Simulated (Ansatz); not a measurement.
The start is a generated trial cell of Al in the beta-Sn structure type. The cell and all atomic positions are relaxed at zero pressure with PBE (plane waves to 420 eV, PAW, scalar-relativistic; Ansatz, a quantum-chemistry and plane-wave program). The first steps use a coarse 13×13×13 k-mesh.

Input geometry:
```
CELL_PARAMETERS angstrom
     -2.51880     2.51880     1.37429
      2.51880    -2.51880     1.37429
      2.51880     2.51880    -1.37429
ATOMIC_POSITIONS crystal
  Al 0.75000 0.25000 0.50000
  Al 0.00000 0.00000 0.00000
```

| Item | Result |
|---|---|
| Initial pressure | +7.4 GPa (positive: the cell is compressed) |
| Energy released | 0.05 eV/atom |
| Volume change | +10.1 %, from 17.44 to 19.19 Å³/atom |
| Band gap at the end | no gap (metallic) |
| Optimiser moves | 8 |

Final values are on a 19×19×19 k-mesh of the relaxed cell. No spin polarisation in the result.

The run could not lose the symmetry of its start: the end is stationary, and may be a saddle point rather than a minimum.

All atoms sit on sites fixed by symmetry, so only the cell could relax.

The relaxed structure here is a generated cell of Al: the first start was made by placing the elements on the sites of a structure type, and the end was not matched to a known phase here, so it may be hypothetical. Known forms of Al include space group No. 225.
